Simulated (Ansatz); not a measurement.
TiAg:
```cif
data_Ag2Ti2
_chemical_formula_sum 'Ti2 Ag2'
_space_group_name_H-M_alt 'P 1'
_space_group_IT_number 1
_cell_length_a 2.89927
_cell_length_b 2.89927
_cell_length_c 8.15087
_cell_angle_alpha 90.000
_cell_angle_beta 90.000
_cell_angle_gamma 90.000
loop_
_space_group_symop_operation_xyz
  'x, y, z'
loop_
_atom_site_label
_atom_site_type_symbol
_atom_site_fract_x
_atom_site_fract_y
_atom_site_fract_z
_atom_site_occupancy
Ti1 Ti 0.00000 0.50000 0.88408 1
Ti2 Ti 0.50000 0.00000 0.11592 1
Ag1 Ag 0.00000 0.50000 0.37275 1
Ag2 Ag 0.50000 0.00000 0.62725 1
```

Relaxed with r²SCAN.

Problem. Which orbitals make up the states near the Fermi level in DFT-r²SCAN in the program Ansatz with PAW potentials?

Solution. Within 0.5 eV of the Fermi level: Ti 3d 70 %, Ag 5s 7 %, outside the projected shells 15 %. Projections are on Löwdin-orthogonalised atomic valence shells; empty p or d shells of many metals are not among them.

Problem. Tabulate the density of states.

Solution. States/eV per cell of 4 atoms, in 0.25 eV bins, energy from the Fermi level.

```tsv
E (eV)	total	Ag 4d	Ti 3d	Ag 5s
-7.80	0.00	0.00	0.00	0.00
-7.55	0.11	0.00	0.00	0.08
-7.30	0.29	0.00	0.00	0.21
-7.05	0.34	0.01	0.00	0.24
-6.80	0.41	0.04	0.01	0.28
-6.55	3.22	2.52	0.05	0.50
-6.30	9.70	8.48	0.16	0.86
-6.05	7.30	6.38	0.11	0.54
-5.80	6.70	6.02	0.10	0.19
-5.55	5.22	4.49	0.08	0.22
-5.30	8.30	7.61	0.18	0.23
-5.05	10.05	9.34	0.30	0.15
-4.80	6.63	5.90	0.20	0.18
-4.55	10.95	9.83	0.48	0.22
-4.30	7.08	6.35	0.20	0.24
-4.05	5.84	5.44	0.10	0.14
-3.80	2.19	1.73	0.07	0.18
-3.55	1.53	1.02	0.07	0.19
-3.30	1.01	0.41	0.10	0.21
-3.05	1.00	0.29	0.14	0.23
-2.80	1.14	0.28	0.22	0.25
-2.55	1.41	0.28	0.37	0.26
-2.30	1.93	0.29	0.71	0.27
-2.05	2.18	0.27	1.03	0.27
-1.80	3.62	0.39	2.31	0.30
-1.55	3.04	0.19	2.24	0.26
-1.30	4.82	0.28	3.86	0.36
-1.05	5.94	0.25	4.61	0.58
-0.80	3.51	0.17	2.66	0.32
-0.55	2.25	0.10	1.63	0.18
-0.30	1.41	0.05	0.88	0.13
-0.05	1.12	0.05	0.51	0.16
0.20	3.00	0.08	2.29	0.16
0.45	3.61	0.10	2.83	0.15
0.70	4.00	0.11	3.15	0.15
0.95	5.74	0.13	4.95	0.12
1.20	6.95	0.14	6.16	0.15
1.45	5.56	0.14	4.58	0.18
1.70	4.38	0.10	3.68	0.08
1.95	2.87	0.05	2.45	0.05
2.20	2.55	0.04	2.14	0.05
2.45	2.89	0.05	2.48	0.06
2.70	1.85	0.03	1.56	0.07
```

Space group P4/nmm. The workflow started from a Materials Project entry (that database holds measured and hypothetical structures alike); the Crystallography Open Database copy checked does not list it. COD files the formula under space group No. 123, so this cell is another polymorph or a model. With Ti and Ag taken as one species the cell has the higher symmetry Fm-3m, so it may be an ordered model of a mixed-site phase. Its standing as an ambient phase is unchecked. Symmetry was held in the r²SCAN relaxation; whether a distortion lowers the energy is not shown. No spin polarisation was allowed. Spin–orbit coupling is left out wherever it is not named.

Potentials: the later of the program's two PAW sets.
